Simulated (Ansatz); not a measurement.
Starting cell, As (A7 type, space group R-3m):

```
As
1.0
    1.87288     1.08131     3.25124
   -1.87288     1.08131     3.25124
    0.00000    -2.16262     3.25124
As
2
Direct
  0.23276   0.23276   0.23276
  0.76724   0.76724   0.76724
```

In each cell atom 2 (As, nearest neighbour As at 2.518 Å; its periodic images, 3.7 Å or more away, move with it) moves by s·(0.000, 0.000, 1.000) (along Cartesian z), the rest being held.

Method: PBEsol-D3(BJ) (plane waves to 420 eV, PAW, scalar-relativistic; Ansatz, a program for electronic structure). k mesh 12×12×12 (Γ-centred), Fermi-Dirac smearing 0.05 eV. The energy includes the smearing's −TS. With partly filled bands, energies and forces of such displacements shift with the k mesh and the smearing. As was relaxed with its symmetry unable to fall. The PAW data are Ansatz's earlier set. ΔE is measured from the undisplaced structure. The last digit holds for this mesh only.

```json
[
 {"s (Å)": "-0.250", "ΔE (meV/cell)": "129.1"},
 {"s (Å)": "-0.200", "ΔE (meV/cell)": "98.8"},
 {"s (Å)": "-0.150", "ΔE (meV/cell)": "64.2"},
 {"s (Å)": "-0.100", "ΔE (meV/cell)": "32.4"},
 {"s (Å)": "-0.050", "ΔE (meV/cell)": "9.2"},
 {"s (Å)": "0.000", "ΔE (meV/cell)": "0.0"},
 {"s (Å)": "0.050", "ΔE (meV/cell)": "8.9"},
 {"s (Å)": "0.100", "ΔE (meV/cell)": "38.3"},
 {"s (Å)": "0.150", "ΔE (meV/cell)": "89.7"},
 {"s (Å)": "0.200", "ΔE (meV/cell)": "withheld"},
 {"s (Å)": "0.250", "ΔE (meV/cell)": "259.8"}
]
```

### Question
Fit a polynomial form (powers 2, 3, 4) to the given rows and predict ΔE at s = 0.200.

### Answer
Least squares on the 10 given rows: ΔE = (3609)·s² + (4153)·s³ + (-7960)·s⁴, in meV/cell with s in Å; root-mean-square residual 0.88 meV/cell. At 0.200 the fit gives 164.8 meV/cell; the calculation gives 163.6 meV/cell, so the interpolation is off by 1.2 (+0.7 %). The quadratic term alone would give 144.4 meV/cell.

(A displaced cell: forces are minus the slopes of the energy, force constants its curvatures, and phonons follow from these.)
